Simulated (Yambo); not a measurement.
```
CELL_PARAMETERS angstrom
      0.00000     3.66599     3.66599
      3.66599     0.00000     3.66599
      3.66599     3.66599     0.00000
ATOMIC_POSITIONS crystal
  H  0.40338 0.78986 0.40338
  H  0.40338 0.40338 0.78986
  H  0.40338 0.40338 0.40338
  H  0.78986 0.40338 0.40338
  B  0.50000 0.50000 0.50000
  Cs 0.00000 0.00000 0.00000
```

Response from Yambo on norm-conserving PBEsol (Quantum ESPRESSO, 76 Ry, with spin-orbit coupling) bands: 4×4×4 mesh, 130 bands, 3 Ry local-field block, 0.2 eV broadening.

### Question
Give the static electronic dielectric constant without and with local fields.

### Answer
| field along | ε(0), independent particles | ε(0), RPA with local fields | refractive index √ε |
|---|---|---|---|
| x | 2.60 | 2.24 | 1.50 |
Electronic (clamped-ion) response only. PBEsol gaps are usually too small, which raises these values. Convergence of the RPA response with its 4×4×4 mesh was not tested.

Geometry of the Materials Project entry, not relaxed at this level.

The structure is a Materials Project entry; no match was found in the copy of COD used, and its stability was not checked.
